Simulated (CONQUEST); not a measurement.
A self-consistent single point of MoS2 (P6_3/mmc, 12 atoms in the cell; from Materials Project mp-1018809, changed as shown).

```
MoS2
1.0
    3.12172     0.00000     0.00000
    0.00000     5.40698     0.00000
    0.00000     0.00000    12.91482
Mo S
4 8
Direct
  0.00000   0.00000   0.25000
  0.00000   0.00000   0.75000
  0.50000   0.50000   0.25000
  0.50000   0.50000   0.75000
  0.00000   0.33333   0.36774
  0.50000   0.16667   0.63226
  0.50000   0.16667   0.86774
  0.00000   0.33333   0.13226
  0.50000   0.83333   0.36774
  0.00000   0.66667   0.63226
  0.00000   0.66667   0.86774
  0.50000   0.83333   0.13226
```

Method: PBE, numerical atomic orbitals double-zeta with polarisation (the shipped basis), PseudoDojo norm-conserving potentials made for PBE (CONQUEST 1.3).

CONQUEST settings:

```
key                                             value
---------------------  ------------------------------
basis                                             DZP
Diag.MPMeshX, Y, Z                              4 4 2
potentials             PseudoDojo norm-conserving PBE
Grid.GridCutoff                                175 Ha
DM.SolutionMethod                              diagon
Diag.kT                                   0.000735 Ha
Diag.GammaCentred                                true
minE.SCTolerance                              1.0e-06
SC.MaxIters                                       100
SC.LinearMixingFactor                             0.5
AtomMove.TypeOfRun                             static
```

Results:

| Item | Value |
|---|---|
| Number of valence electrons | 104 |
| Number of bands | 180 |
| Number of k-points after the program's reduction | 28 |
| Size of the basis | 180 |
| Number of SCF iterations | 8 |
| FFT grid | 36 × 64 × 160 |
| Free energy E − TS | -10058.4988 eV |
| Pressure | 13.83 GPa |
| Largest force (vector length) | 1.729 eV/Å |

Forces (eV/Å):
```
atom     Fx      Fy      Fz
----  -----  ------  ------
Mo1   0.000  -0.011   0.000
Mo2   0.000   0.011   0.000
Mo3   0.000  -0.011   0.000
Mo4   0.000   0.011   0.000
S5    0.000   0.004   1.729
S6    0.000  -0.004  -1.729
S7    0.000  -0.004   1.729
S8    0.000   0.004  -1.729
S9    0.000   0.004   1.729
S10   0.000  -0.004  -1.729
S11   0.000  -0.004   1.729
S12   0.000   0.004  -1.729
```

For comparison: a first run was changed to give this one (lattice scaled by 0.98), and from it to this one the free energy goes up by 59.1 meV/atom, the pressure goes from 3.38 to 13.83 GPa and the largest force goes from 0.547 to 1.729 eV/Å.

The program uses no crystal symmetry, so grid and mesh can part values that symmetry would make equal. The atom-centred basis is finite, which shifts total energies, pressures and forces against plane waves. Forces above 1 eV/Å remain at this geometry, of which the finite basis can carry a part. The structure comes from a collection of computed structures, made at another level of theory; the collection holds predicted forms beside known ones.

Cost on one core: very roughly 2.7 core-minutes.
